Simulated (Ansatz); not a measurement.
A generator proposed this cell of TiW₃.

```
Ti W
1.0
     2.72715    0.00000    0.00000
    -1.36357    2.36178    0.00000
     0.00000    0.00000   10.28587
Ti W
1 3
Direct
  0.66667 0.33333 0.00000
  0.33333 0.66667 0.75000
  0.33333 0.66667 0.25000
  0.66667 0.33333 0.50000
```

Theory: DFT PBE, scalar-relativistic, plane waves, PAW in Ansatz. Cutoff 420 eV; k points 6×6×2 on the computed 4-atom cell (Γ-centred); Gaussian smearing, width 0.10 eV; no spin polarisation.

The zero of energy is the elements' standard structures at the same level; no fitted shifts are applied.

Question: Estimate its pressure, forces and energy as it stands.

Answer: The pressure is 2.9 GPa (the mean over three directions, positive in compression), the largest force is 0.39 eV/Å, and the energy is +0.47 eV/atom against the elements. The shortest distance is 2.73 Å.

Question: Is it a good guess?

Answer: A good one: relaxing gains under 0.1 eV/atom (the start's value is from the coarse mesh, so the gain is rough) in 7 ionic steps and ends at +0.42 eV/atom on the finer mesh. The symmetry stays P-6m2 (No. 187). The volume per atom stays near 16.6 Å³. The shortest distance goes from 2.73 Å (Ti–Ti and W–W) to 2.78 Å (Ti–Ti and W–W). Conventional cell: a = 2.785 Å, c = 9.870 Å. Around Ti lie 6 Ti at 2.78 Å and 6 W at 2.95 Å; W on a site of symmetry 3m has 9 W at 2.78–2.94 Å and 3 Ti at 2.95 Å; W on a site of symmetry -6m2 is surrounded by 12 W at 2.78–2.94 Å.

The last run used an 18×18×6 mesh (in the run's order of axes) for its 4-atom cell and Gaussian smearing of 0.10 eV. These runs have no spin–orbit coupling, which can matter for W. The relaxation can't lower the symmetry of the start, and the grade says only how near the guess is to its own end. Symmetry constrained the relaxation, so the result can be a saddle point. Another cell of TiW3 relaxed alike, in Pm-3m, lies 24 meV/atom lower, so this cell isn't the stable form at this level.
